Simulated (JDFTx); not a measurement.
System: TiAl3(101) (I4/mmm bulk; lattice of mp-542915, not re-optimised at this level), 1x1 cell of 9 atoms in 9 planes (Al outermost, slab composition Ti2Al7), area 17.92 Å² a face, 6.8 Å between the outermost planes in a cell 23.0 Å high; k mesh 6×6×1, Fermi width 0.01 Ha, no spin polarisation. Whether this polymorph is the ambient one wasn't checked. Neither spin polarisation nor a larger cell was tried.

Profiles through the double layer of this slab, charged, in linear PCM (GLSSA13), water, 0.5 M NaF; PBE, GBRV ultrasoft potentials, plane waves to 20/100 Ha, JDFTx (a modified build). z is the height above the outermost atoms, φ the plane-averaged electrostatic potential energy of an electron (zero in the bulk liquid), ρ_b the bound charge of solvent and ions, s the cavity shape function (0 in the solid, 1 in the liquid).

| z (Å) | n (e/Å³) | s | φ (eV) | ρ_b (10⁻³ e/Å³) |
|---|---|---|---|---|
| 0.81 | 0.0704 | 0.00 | -1.016 | 0.13 |
| 1.28 | 0.0326 | 0.00 | -0.433 | 1.86 |
| 1.75 | 0.0124 | 0.03 | -0.032 | 3.85 |
| 2.22 | 0.0043 | 0.29 | 0.050 | 2.62 |
| 2.69 | 0.0015 | 0.79 | 0.047 | 1.60 |
| 3.15 | 0.0005 | 0.99 | 0.043 | 0.59 |
| 3.62 | 0.0002 | 1.00 | 0.038 | 0.21 |
| 4.09 | 0.0001 | 1.00 | 0.034 | 0.08 |
| 4.56 | 0.0000 | 1.00 | 0.031 | 0.03 |
| 5.03 | 0.0000 | 1.00 | 0.028 | 0.02 |
| 5.50 | 0.0000 | 1.00 | 0.025 | 0.01 |
| 5.97 | 0.0000 | 1.00 | 0.022 | 0.01 |
| 6.44 | 0.0000 | 1.00 | 0.020 | 0.01 |
| 6.91 | 0.0000 | 1.00 | 0.018 | 0.01 |
| 7.38 | 0.0000 | 1.00 | 0.016 | 0.00 |
| 7.85 | 0.0000 | 1.00 | 0.014 | 0.00 |

Task: Is the electrode positively or negatively charged, and roughly by how much?

Result: Negatively: σ = -8.3 μC/cm² per face. The liquid's bound charge is of the opposite sign overall, and far from the surface φ decays with the screening length (4.3 Å).
